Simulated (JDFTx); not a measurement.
An input for JDFTx (a modified build) (WC(1 1 -2 1), linear PCM (GLSSA13), water, 0.5 M NaCl; bohr, hartree) and the course of its log:

```
lattice \
  7.6921177559 1.7684072003 0.0000000000 \
  0.0000000000 7.4860811811 0.0000000000 \
  0.0000000000 0.0000000000 42.5188378041
coords-type Lattice
ion C 1.0316336045 0.5987493267 -0.1357362570 0
ion C 0.5416732854 0.2083399519 -0.0864808810 0
ion C 0.1460316689 0.8126983359 -0.0288269600 0
ion C 0.7503900529 0.4170567199 0.0288269600 0
ion C 0.3547484369 0.0214151034 0.0864808810 0
ion C 0.9643390620 0.5314547843 0.1357362570 0
ion W 0.0567576051 0.0850522834 -0.1144177704 0
ion W 0.6771858109 0.6771858109 -0.0576539210 0
ion W 0.2815441944 0.2815441944 0.0000000000 0
ion W 0.8859025779 0.8859025779 0.0576539210 0
ion W 0.4780361054 0.5063307837 0.1144177704 0
ion-species pseudo/c_pbe_v1.2.upf
ion-species pseudo/w_pbe_v1.2.upf
elec-cutoff 20 100
elec-ex-corr gga-PBE
coulomb-interaction Slab 001
coulomb-truncation-embed 0 0 0
kpoint-folding 6 6 1
elec-smearing Fermi 0.01
elec-n-bands 64
target-mu -0.183379
electronic-scf nIterations 100 energyDiffThreshold 1e-07
fluid LinearPCM
pcm-variant GLSSA13
fluid-solvent H2O
fluid-cation Na+ 0.5
fluid-anion Cl- 0.5
fluid-minimize nIterations 400 knormThreshold 1e-12
wavefunction read f0.wfns
elec-initial-eigenvals f0.eigenvals
elec-initial-fillings read f0.fillings
fluid-initial-state f0.fluidState
dump-name f0_u2.$VAR
dump End State Ecomponents EigStats BandEigs Forces ElecDensity IonicPositions Fillings Kpoints Dtot FluidDebug BoundCharge FluidDensity
```

```
[one cycle in 5 is shown, and the last three; fluid-solver lines are left out]
	FillingsUpdate:  mu: -0.183379000  nElectrons: 91.582024
SCF: Cycle:  0   G: -359.375548012613933   dG: +9.927e-01   |Residual|: 1.066e-01   |deigs|: 2.147e-06
	FillingsUpdate:  mu: -0.183379000  nElectrons: 93.598768
SCF: Cycle:  5   G: -360.355813507218727   dG: -2.962e-03   |Residual|: 1.363e-02   |deigs|: 3.818e-04
	FillingsUpdate:  mu: -0.183379000  nElectrons: 93.621991
SCF: Cycle: 10   G: -360.358509961150503   dG: +9.979e-04   |Residual|: 1.267e-02   |deigs|: 2.569e-04
	FillingsUpdate:  mu: -0.183379000  nElectrons: 93.080808
SCF: Cycle: 15   G: -360.276894254868182   dG: +1.665e-03   |Residual|: 3.533e-02   |deigs|: 5.122e-04
	FillingsUpdate:  mu: -0.183379000  nElectrons: 93.726486
SCF: Cycle: 20   G: -360.374566142485548   dG: -3.286e-02   |Residual|: 7.664e-03   |deigs|: 4.817e-03
	FillingsUpdate:  mu: -0.183379000  nElectrons: 93.191104
SCF: Cycle: 25   G: -360.349891951666052   dG: -1.357e-01   |Residual|: 2.290e-02   |deigs|: 5.373e-03
	FillingsUpdate:  mu: -0.183379000  nElectrons: 93.186032
SCF: Cycle: 30   G: -360.372548990838254   dG: -1.244e-02   |Residual|: 1.612e-02   |deigs|: 1.052e-03
	FillingsUpdate:  mu: -0.183379000  nElectrons: 93.368339
SCF: Cycle: 35   G: -360.382192075853254   dG: -2.203e-02   |Residual|: 7.566e-03   |deigs|: 2.753e-03
	FillingsUpdate:  mu: -0.183379000  nElectrons: 93.004892
SCF: Cycle: 40   G: -360.357540815237826   dG: +1.075e-02   |Residual|: 2.164e-02   |deigs|: 9.678e-04
	FillingsUpdate:  mu: -0.183379000  nElectrons: 92.914080
SCF: Cycle: 45   G: -360.336899251961029   dG: +6.065e-03   |Residual|: 2.748e-02   |deigs|: 9.634e-04
	FillingsUpdate:  mu: -0.183379000  nElectrons: 92.952579
SCF: Cycle: 50   G: -360.351142682651073   dG: -5.651e-03   |Residual|: 2.359e-02   |deigs|: 4.698e-04
	FillingsUpdate:  mu: -0.183379000  nElectrons: 92.859507
SCF: Cycle: 55   G: -360.354285335965074   dG: -4.072e-02   |Residual|: 2.380e-02   |deigs|: 2.210e-03
	FillingsUpdate:  mu: -0.183379000  nElectrons: 93.113638
SCF: Cycle: 60   G: -360.386953707087912   dG: -1.372e-02   |Residual|: 1.029e-02   |deigs|: 1.560e-03
	FillingsUpdate:  mu: -0.183379000  nElectrons: 92.823513
SCF: Cycle: 65   G: -360.366681392096609   dG: +8.947e-03   |Residual|: 2.077e-02   |deigs|: 1.306e-03
	FillingsUpdate:  mu: -0.183379000  nElectrons: 93.117653
SCF: Cycle: 70   G: -360.396620339968251   dG: +1.413e-04   |Residual|: 4.742e-03   |deigs|: 1.389e-04
	FillingsUpdate:  mu: -0.183379000  nElectrons: 93.160053
SCF: Cycle: 75   G: -360.396785719108948   dG: +5.210e-04   |Residual|: 4.751e-03   |deigs|: 6.543e-04
	FillingsUpdate:  mu: -0.183379000  nElectrons: 92.932755
SCF: Cycle: 80   G: -360.393558232561929   dG: +4.265e-03   |Residual|: 9.573e-03   |deigs|: 1.497e-03
	FillingsUpdate:  mu: -0.183379000  nElectrons: 92.829028
SCF: Cycle: 85   G: -360.393773712491736   dG: +1.502e-03   |Residual|: 9.457e-03   |deigs|: 3.186e-04
	FillingsUpdate:  mu: -0.183379000  nElectrons: 92.842519
SCF: Cycle: 90   G: -360.397604952715312   dG: +1.999e-03   |Residual|: 6.719e-03   |deigs|: 1.187e-03
	FillingsUpdate:  mu: -0.183379000  nElectrons: 92.875294
SCF: Cycle: 95   G: -360.400402879454703   dG: +1.767e-04   |Residual|: 2.787e-03   |deigs|: 4.814e-04
	FillingsUpdate:  mu: -0.183379000  nElectrons: 92.919909
SCF: Cycle: 97   G: -360.400264431664823   dG: -4.531e-04   |Residual|: 2.715e-03   |deigs|: 3.498e-04
	FillingsUpdate:  mu: -0.183379000  nElectrons: 92.954271
SCF: Cycle: 98   G: -360.400379079521485   dG: -1.146e-04   |Residual|: 2.116e-03   |deigs|: 4.028e-04
	FillingsUpdate:  mu: -0.183379000  nElectrons: 92.967385
SCF: Cycle: 99   G: -360.400313360760265   dG: +6.572e-05   |Residual|: 2.400e-03   |deigs|: 1.854e-04
SCF: None of the convergence criteria satisfied after 100 iterations.
IonicMinimize: Iter:   0  G: -360.400313360760265  |grad|_K:  0.000e+00
IonicMinimize: Converged (|grad|_K<1.000000e-04).
```

This run gave no converged result. The electronic loop ended without meeting its threshold, so the last energy, electron count and forces aren't results.
